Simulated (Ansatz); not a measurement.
# TiCo (Pm-3m): majority and minority states

```yaml
crystal:
  lattice:
    - [2.98611, 0.00000, 0.00000]
    - [0.00000, 2.98611, 0.00000]
    - [0.00000, 0.00000, 2.98611]
  atoms:
    - { symbol: Ti, position: [0.00000, 0.00000, 0.00000] }
    - { symbol: Co, position: [0.50000, 0.50000, 0.50000] }
```

The geometry is a structure from the Materials Project, held fixed and not relaxed.

Functional, mesh and filling: PBE, 13×13×13 k mesh, Fermi–Dirac smearing of 0.03 eV. LAPW is all-electron LAPW in Ansatz 0.2.0. Site moments are integrated in spheres about the atoms. Start moments (μB): Co2 1.

Problem. Give the density of states by spin, smoothed by a Gaussian of 0.15 eV.

Solution. 
| E − E_F (eV) | majority (states/eV/cell) | minority (states/eV/cell) |
| --- | --- | --- |
| -7.00 | 0.06 | 0.06 |
| -6.60 | 0.09 | 0.09 |
| -6.20 | 0.11 | 0.11 |
| -5.80 | 0.14 | 0.13 |
| -5.40 | 0.17 | 0.16 |
| -5.00 | 0.24 | 0.20 |
| -4.60 | 0.56 | 0.28 |
| -4.20 | 0.66 | 0.60 |
| -3.80 | 1.37 | 0.48 |
| -3.40 | 1.82 | 1.02 |
| -3.00 | 1.46 | 1.53 |
| -2.60 | 2.52 | 1.01 |
| -2.20 | 3.09 | 2.69 |
| -1.80 | 1.99 | 2.73 |
| -1.40 | 0.50 | 2.75 |
| -1.00 | 0.48 | 0.88 |
| -0.60 | 0.86 | 0.24 |
| -0.20 | 1.12 | 0.23 |
| 0.20 | 1.63 | 1.14 |
| 0.60 | 1.28 | 2.42 |
| 1.00 | 1.36 | 2.27 |
| 1.40 | 1.11 | 1.51 |
Site moments (μB): Ti1 -0.05, Co2 0.99. Cell moment 0.88 μB.

Problem. How large is the spin polarisation of the states at the Fermi level?

Solution. (N↑ − N↓)/(N↑ + N↓) = +65 %, from 1.24 and 0.26 states/eV; these are averaged over the run's smearing, not the smoothing of the table, and they move with the mesh.

Löwdin populations of d and f shells (filled inner shells left out):

```json
{"shell": "Ti1 3d", "up": "1.47", "down": "1.53"}
{"shell": "Co2 3d", "up": "4.41", "down": "3.46"}
```

The Ansatz runs typed with the search for lower states off end where their start leads. None of this fixes the real material's magnetic order: only patterns that fit the cell were computed, at zero temperature, with a functional that can overstate moments.
